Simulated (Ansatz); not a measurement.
BP in space group P4_2/mmc (No. 131; B on 2c, P on 2e) at seven volumes, plane-wave PAW PBE (Ansatz code), shape and atoms relaxed at each. One row is withheld.

```tsv
V (Å³/atom)	P (GPa)
10.889	15.35
11.248	9.49
11.607	?
11.966	0.00
12.325	-3.75
12.684	-6.99
13.043	-9.80
```

**Question.** Fit the shown pressures and predict the withheld one.

**Answer.** P = (3/2)B₀(x^(7/2) − x^(5/2))[1 + (3/4)(B′ − 4)(x − 1)] with x = (V₀/V)^(2/3). Least squares on the six rows gives V₀ = 11.968 Å³/atom, B₀ = 135 GPa, B′ = 3.94. At V = 11.607, x = 1.0206 and P = 4.39 GPa. The run itself gave 4.38 GPa.

The cell is a constructed one: a structure type filled with these elements; neither database checked (COD, Materials Project) lists it. It is not the phase usual at ambient conditions (space group No. 216). The PBE relaxation kept the symmetry of its start; whether a distortion lowers the energy is not shown.

Potentials: the later of the program's two PAW sets.
